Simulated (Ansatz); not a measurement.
The start is a relaxed Cu2O cell, doubled along one cell vector, shaken by Gaussian noise of σ = 0.08 Å a coordinate. A full variable-cell relaxation at zero pressure is run with PBE (plane waves to 420 eV, PAW, scalar-relativistic; Ansatz, a program for electronic structure). The first steps use a coarse 6×3×6 k-mesh.

Initial structure:
```
CELL_PARAMETERS angstrom
      0.00000     3.31589     3.31589
      6.63179     0.00000     6.63179
      3.31589     3.31589     0.00000
ATOMIC_POSITIONS crystal
  Cu 0.62456 0.32404 0.59238
  Cu 0.63689 0.81667 0.63173
  Cu 0.10713 0.31162 0.66010
  Cu 0.13500 0.81570 0.60584
  Cu 0.65222 0.05594 0.62223
  Cu 0.61762 0.56180 0.61636
  Cu 0.60342 0.32050 0.12969
  Cu 0.66669 0.81130 0.06870
  O  0.23630 0.14136 0.25902
  O  0.28528 0.61113 0.24516
  O  0.97252 0.01606 0.00535
  O  0.02656 0.49778 0.98571
```

Task: What pressure does the first self-consistent step give?

Result: +2 GPa (positive: the cell is compressed).

Task: Does it find its way back to the structure it was made from?

Result: It does not go back: it reaches P-1 (No. 2), 1.08 eV/atom below the parent.

Task: How do the shortest distances between atoms change?

Result: The closest pairs of elements (up to four, under 3.6 Å), start → end: Cu–O 2.52 → 1.81 Å; Cu–Cu 2.10 → 2.48 Å; O–O 2.73 → 2.63 Å.

Task: Is the relaxed structure metallic? Give its gap.

Result: No gap (metallic).

Task: What does it relax into? Give the structure.

Result: 
```
CELL_PARAMETERS angstrom
      4.13306     0.00000     0.00000
     -2.06419     4.91856     0.00000
     -1.72544    -1.31429     7.12577
ATOMIC_POSITIONS crystal
  Cu 0.50000 0.00000 0.00000
  Cu 0.42662 0.17347 0.64464
  Cu 0.14801 0.42702 0.89176
  Cu 0.57338 0.82653 0.35536
  Cu 0.77183 0.68501 0.77332
  Cu 0.22817 0.31499 0.22668
  Cu 0.85199 0.57298 0.10824
  Cu 0.00000 0.50000 0.50000
  O  0.17094 0.07716 0.82535
  O  0.54974 0.21605 0.41747
  O  0.45026 0.78395 0.58253
  O  0.82906 0.92284 0.17465
```

Final values are on a 12×9×6 k-mesh of the relaxed cell. No spin polarisation in the result. No Hubbard U is applied.

The relaxed structure here is a generated cell of Cu2O: the first start was made by placing the elements on the sites of a structure type, and the end was not matched to a known phase here, so it may be hypothetical. Known forms of Cu2O include space group No. 224.
